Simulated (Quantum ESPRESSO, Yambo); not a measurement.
CdS (wurtzite, space group P6_3mc, No. 186): one geometry, one set of PBE (pw.x of Quantum ESPRESSO, ONCV potentials, no spin-orbit coupling) orbitals, self-energies from Yambo (3×3×2 Γ-centred k mesh, bands 9 to 195 and a 8 Ry block in the screening, 195 bands in G with the Bruneval-Gonze terminator, plasmon pole fitted at 27.2 eV).

```json
[
 {"level": "PBE (Quantum ESPRESSO)", "gap Γ → Γ (eV)": "1.16"},
 {"level": "exchange only (Hartree-Fock self-energy on PBE orbitals)", "gap Γ → Γ (eV)": "8.22"},
 {"level": "static COHSEX@PBE", "gap Γ → Γ (eV)": "?"},
 {"level": "G0W0@PBE, plasmon pole", "gap Γ → Γ (eV)": "?"}
]
```

**Question.** Fill in the missing entries.

**Answer.** 
- static COHSEX@PBE, gap Γ → Γ (eV): 2.73
- G0W0@PBE, plasmon pole, gap Γ → Γ (eV): 2.13

Bare exchange has no screening and gives the widest gap; static COHSEX screens it but leaves out the frequency dependence, which G0W0 restores.

Nearest settings tried, and what they do to the gap: 127 bands in W, 127 bands in G: +9 meV; 7 Ry block (245 vectors against 287): -7 meV; 3×3×1 mesh: -142 meV. So the settings aren't converged at that level. The k mesh is coarse.

Geometry of the Materials Project entry, not relaxed at this level; primitive cell a = 4.1688 Å, b = 4.1688 Å, c = 6.7796 Å, α = 90.00°, β = 90.00°, γ = 120.00°.
